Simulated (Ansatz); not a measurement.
## Co₂C, first-principles data

Co₂C:
```xyz
3
Lattice="2.7421 0.0000 0.0000 -1.3710 2.3747 0.0000 0.0000 0.0000 4.1276" Properties=species:S:1:pos:R:3 pbc="T T T"
C      0.0000     0.0000     0.0000
Co     0.0000     1.5831     1.0042
Co     1.3710     0.7916     3.1234
```

Space group P-3m1 (No. 164); conventional cell a = 2.7421 Å, b = 2.7421 Å, c = 4.1276 Å, α = 90.00°, β = 90.00°, γ = 120.00°.

Method: PBEsol in the plane-wave PAW code Ansatz. The cell and atoms are relaxed at this level. Other levels are named where they apply.

Cell and energy:

```
Item                                                         Result
-----------------------------------------------------  ------------
Volume per atom                                             8.96 Å³
Density                                                  8.02 g/cm³
Formation energy from the elements (no fitted shifts)  0.21 eV/atom
```

Electronic structure:

```
Item                                                                         Value
------------------------------------  --------------------------------------------
Electronic character                                             metallic (no gap)
Density of states at the Fermi level  0.92 states/eV per atom (mean over ±0.08 eV)
```

Magnetism:

```
Item                                               Value
--------------  ----------------------------------------
Magnetic order  non-magnetic (starting moments vanished)
```

Mechanics:

```
Item                                  Value
----------------------------------  -------
Bulk modulus (Birch–Murnaghan fit)  210 GPa
Pressure derivative B′                  4.7
```

Phonons:

```
Property                                       Result
-----------------------------  ----------------------
Highest zone-centre frequency                589 cm⁻¹
Zone-centre stability          no imaginary mode at Γ
```

The cell is a constructed one: a structure type filled with these elements; neither database checked (COD, Materials Project) lists it. COD files the formula under space group No. 58. Its standing as an ambient phase is unchecked. The cell was relaxed with PBEsol under the symmetry of its start. The workflow began spin-polarised and lost its moments. As this level gives no gap, phonon frequencies hold no LO–TO term and depend on the k-mesh and smearing (Fermi–Dirac, 0.1 eV here). The references are the lowest solids computed at this level, not always the standard phases.

Potentials: the earlier of the program's two PAW sets. The files were generated under PBE; for other functionals the program regenerates the frozen cores, and for LDA and PBEsol the local potential too.
